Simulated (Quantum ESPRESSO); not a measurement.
**Band energies of PbS**

```
CELL_PARAMETERS angstrom
      2.11266     1.21974     3.45192
     -2.11266     1.21974     3.45192
      0.00000    -2.43949     3.45192
ATOMIC_POSITIONS crystal
  S  0.52496 0.52496 0.52496
  Pb 0.01943 0.01943 0.01943
```

LDA (Quantum ESPRESSO, PseudoDojo norm-conserving, 56 Ry, without SOC); path ΓLB1,BZΓX,QFP1Z,LP; energies in eV from the valence-band maximum.

```
k (1/Å)  point  band 6  band 7  band 8  band 9  band 10  band 11  band 12  band 13
-------  -----  ------  ------  ------  ------  -------  -------  -------  -------
0.00         Γ  -13.33   -6.13   -1.98   -1.98    -1.97     5.02     5.04     5.04
0.46            -12.83   -7.44   -1.83   -1.82    -1.10     2.29     3.16     3.16
0.91         L  -12.09   -8.78   -1.60   -1.60     0.00     0.34     1.94     1.95
1.02            -12.07   -8.75   -1.88   -1.68    -0.27     0.58     2.05     2.32
1.55            -11.67   -8.01   -4.16   -4.08    -0.91     2.05     4.53     4.60
1.65        B1  -11.64   -7.95   -4.23   -4.23    -0.91     2.12     4.62     4.62
1.65         B  -11.64   -7.95   -4.23   -4.23    -0.91     2.12     4.62     4.62
1.97            -11.83   -8.34   -3.52   -3.16    -0.91     1.65     3.69     4.19
2.40         Z  -12.09   -8.77   -1.60   -1.60    -0.04     0.38     1.94     1.94
2.51            -12.17   -8.66   -1.62   -1.62    -0.23     0.62     2.03     2.03
3.08            -13.19   -6.53   -1.94   -1.94    -1.68     3.87     4.32     4.32
3.31         Γ  -13.33   -6.13   -1.98   -1.98    -1.97     5.02     5.04     5.04
3.61            -13.09   -6.78   -2.26   -1.76    -1.35     3.12     3.67     4.48
4.12            -12.02   -8.25   -3.74   -1.89    -1.04     1.66     2.57     4.32
4.42         X  -11.69   -7.97   -4.58   -2.75    -2.37     3.28     4.05     4.97
4.42         Q  -11.69   -7.97   -4.58   -2.75    -2.37     3.28     4.05     4.97
4.55            -11.68   -7.65   -4.81   -3.02    -2.81     3.78     4.75     5.22
4.79         F  -11.69   -7.26   -4.99   -3.25    -3.24     3.87     5.45     5.53
5.17        P1  -11.69   -7.97   -4.58   -2.76    -2.37     3.28     4.05     4.97
5.63            -12.03   -8.68   -2.31   -1.79    -0.66     0.97     2.24     2.84
5.81         Z  -12.09   -8.77   -1.60   -1.60    -0.04     0.38     1.94     1.94
5.81         L  -12.09   -8.78   -1.60   -1.60     0.00     0.34     1.94     1.95
5.99            -12.03   -8.69   -2.31   -1.80    -0.66     0.97     2.25     2.84
6.45         P  -11.69   -7.97   -4.58   -2.76    -2.37     3.28     4.05     4.97
```

The LDA gap is direct, 0.34 eV at L.

Spin-orbit coupling is left out; with 6p states at a band edge it can lower the gap by many tenths of an eV, most of a small gap. So small a LDA gap in heavy elements may be inverted, where one-shot corrections to single bands mislead.

Geometry of the Materials Project entry, not relaxed at this level.

This is not the ordinary phase of the substance; no match was found in the copy of COD used, and its stability was not checked.
